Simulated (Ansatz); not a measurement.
MgS (rock salt)

```cif
data_Mg4S4
_chemical_formula_sum 'S4 Mg4'
_space_group_name_H-M_alt 'Fm-3m'
_space_group_IT_number 225
_space_group_name_Hall '-F 4 2 3'
_cell_length_a 5.22970
_cell_length_b 5.22970
_cell_length_c 5.22970
_cell_angle_alpha 90.000
_cell_angle_beta 90.000
_cell_angle_gamma 90.000
loop_
_atom_site_label
_atom_site_type_symbol
_atom_site_symmetry_multiplicity
_atom_site_Wyckoff_symbol
_atom_site_fract_x
_atom_site_fract_y
_atom_site_fract_z
_atom_site_occupancy
S1 S 4 a 0.00000 0.00000 0.00000 1
Mg1 Mg 4 b 0.50000 0.50000 0.50000 1
```
(The calculation used a cell of 2 atoms; values per cell refer to that cell.)

Equation-of-state scan: isotropic scaling of the cell above, V₀ being its volume. Symmetry pins the atoms to their sites.

Calculation: PBE (plane waves to 420 eV, PAW, scalar-relativistic; Ansatz, a quantum-chemistry and plane-wave program). k mesh 11×11×11 (Γ-centred), Fermi-Dirac smearing 0.05 eV. The energy includes the smearing's −TS. MgS was relaxed with its symmetry unable to fall. ΔE is measured from the relaxed starting cell.

```csv
V (Å³/atom),ΔE (meV/atom)
16.806,16.5
16.985,11.3
17.164,7.1
17.342,3.9
17.521,1.7
17.700,0.4
17.879,0.0
18.058,0.4
18.236,1.6
18.415,3.5
18.594,6.2
18.773,9.5
18.952,13.4
```

Problem. What bulk modulus B₀ follows from a third-order Birch-Murnaghan fit?

Solution. 74.0 GPa.

Problem. What is the fitted pressure derivative B₀′?

Solution. 4.1.

(A scan under strain: stresses follow from slopes of the energy per volume, elastic moduli from its curvatures.)
